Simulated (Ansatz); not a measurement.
This log comes from Ansatz, run on CaCd3F8 on the sites of the fluorite structure (relaxed group Cmmm). Cell and atoms come from a relaxation with r2SCAN.

Structure:
```xyz
12
Lattice="3.8217 -5.4018 0.0000 3.8217 5.4018 0.0000 0.0000 0.0000 3.8174" Properties=species:S:1:pos:R:3 pbc="T T T"
Cd    1.9108    2.7009    0.0000
F     1.9172   -1.3521    1.9087
F     1.9172    1.3521    1.9087
Cd    3.8217    0.0000    1.9087
F     3.8217   -4.0444    0.0000
F     3.8217   -1.3488    0.0000
Ca    0.0000    0.0000    1.9087
F     3.8217    1.3488    0.0000
F     3.8217    4.0444    0.0000
Cd    1.9108   -2.7009    0.0000
F     5.7261   -1.3521    1.9087
F     5.7261    1.3521    1.9087
```

Main lines of the log:
```
scf.n_extra_bands = 7 over 63 filled bands (N_el = 126.0): the run solves 70 bands
Pseudopotential: Cd, paw, valence charge 20, recommended cutoff 420 eV (normal)
Pseudopotential: F, paw, valence charge 7, recommended cutoff 420 eV (normal)
Pseudopotential: Ca, paw, valence charge 10, recommended cutoff 420 eV (normal)
Functional definition: PBE
Crystal: 12 atoms, lattice volume = 157.609 Å³
Basis set: ecut = 420 eV, 3079 PW (Γ)
Bands: 70, of which v1, the nominal top of the filled ones, is band 63 counted from 1 (62 counted from 0)
Symmetry: 8 space group operations
Space group: Cmmm (ITA 65)
k-points: 28 of 96
preconditioner: auto → Resta (q_TF=auto, 2.628 Å⁻¹)  ε∞=5.1  [insulator: Δε(μ)=3.673 eV  σ=0.020 eV  ℏωp=29.6 eV]
SCF 1 converged in 7 iterations: F = -33056.195390 eV  dr2 = 2.05e-8
NSCF: frozen V_eff on 114 k-points
Free energy (F): -33056.195390 eV
Fermi energy:    7.616539 eV
--- Per-component energies (eV) ---
  E_band       = -1647.619616
  E_kinetic    = 3451.351904
  E_local      = -15043.828472
  E_nonlocal   = 762.839389
  E_hartree    = 6533.266255
  E_xc         = -1305.268754
  E_vxc        = -1653.470808
  E_paw        = -14723.513711
  E_vpaw       = -2231.061981
  E_ewald      = -12731.058487
--- Forces (eV/Å), atoms counted from 1 ---
  atom   1  Cd      0.00000      0.00000      0.00000
  atom   2  F     -0.06174      0.04530      0.00000
  atom   3  F     -0.06174    -0.04530      0.00000
  atom   4  Cd      0.00000      0.00000      0.00000
  atom   5  F       0.00000    -0.09118      0.00000
  atom   6  F       0.00000      0.00061      0.00000
  atom   7  Ca      0.00000      0.00000      0.00000
  atom   8  F       0.00000    -0.00061      0.00000
  atom   9  F       0.00000      0.09118      0.00000
  atom  10  Cd      0.00000      0.00000      0.00000
  atom  11  F       0.06174      0.04530      0.00000
  atom  12  F       0.06174    -0.04530      0.00000
--- Stress (GPa, compression-positive) ---
        4.916760       0.000000       0.000000
        0.000000       4.901592       0.000000
        0.000000       0.000000       4.903274
  P = ⅓ Tr σ = 4.9072 GPa (49.072 kbar)
--- Band table (eV; the first three rows and the last of 28) ---
  k-point 0: bands = […, 5.2807, 5.2937, 5.3233, 5.3459, 5.6300, 5.6546, 9.4487, 12.8795, 13.3072, 14.4867, …]
  k-point 1: bands = […, 5.2960, 5.3158, 5.3260, 5.4017, 5.4983, 5.5787, 10.0305, 13.0542, 13.4156, 14.5827, …]
  k-point 2: bands = […, 5.2570, 5.3282, 5.4309, 5.4407, 5.4443, 5.6445, 11.3315, 13.4643, 13.4962, 14.4177, …]
  k-point 27: bands = […, 5.2796, 5.3095, 5.5583, 5.6009, 5.6422, 5.6890, 12.8762, 13.2565, 13.4135, 14.5799, …]
```

Problem. Which of these blocks stood in the input: relax, gw, phonons, dielectric, magnetization (spin_orbit)?

Solution. None of them. A single point prints forces and stress when the output block asks for them.

Problem. Which k mesh was typed?

Solution. 4×4×6, Γ-centred. Other answers can fit too; this one was computed.

Problem. How were the bands filled?

Solution. With smearing of width σ = 0.02 eV (Fermi-Dirac in this run).

Wall time 14 s on 1 × NVIDIA H100 80GB HBM3 with 2 threads of AMD EPYC 7R13 Processor (Zen 3), on a shared host, load about 0.9 per core; peak host memory 1.2 GiB.

No spin polarisation. The prototype was imposed, so other structures may be more stable.

Spin-orbit coupling is left out.
